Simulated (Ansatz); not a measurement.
## Phase order of Au along its cold isotherm

All-electron LAPW in Ansatz 0.2.0 under PBEsol, scalar-relativistic, energies extrapolated to zero smearing. Each structure type was compressed from its own relaxed volume, symmetry kept and shape relaxed on PAW files, and E(V) was fitted to energies and pressures; H = E + pV has no temperature or zero-point term. Only these types were tried: fcc (Fm-3m, 16×16×16 mesh, 17.02 Å³/atom at rest); bcc (Im-3m, 18×18×18 mesh, 17.05 Å³/atom at rest); hcp (P6_3/mmc, 15×15×8 mesh, 17.04 Å³/atom at rest); sc (Pm-3m, 14×14×14 mesh, 19.55 Å³/atom at rest). Spin polarisation is left out. Spin–orbit coupling is left out; Fermi–Dirac smearing is 0.05 to 0.1 eV. Enthalpies carry a few meV/atom of noise from meshes and fits.

Which type is lowest at zero pressure, and what follows up to 1400 GPa?

Among the types tried, fcc is lowest at zero pressure; hcp takes over from fcc near 58 GPa, with a volume step of -0.1 %; bcc takes over from hcp near 740 GPa, with a volume step of -0.1 %. At zero pressure the lead is under 5 meV/atom, within the noise. Enthalpies against fcc:

```
p (GPa)  fcc (meV/atom)  bcc (meV/atom)  hcp (meV/atom)  sc (meV/atom)
      0               0              19               3            272
     41               0              21               2            773
    110               0              22              -4           1367
    200               0              20              -7           1978
    410               0              10             -10           3108
    680               0             -13             -17           4267
   1000               0             -48             -29           5413
   1300               0             -84             -43           6349
```
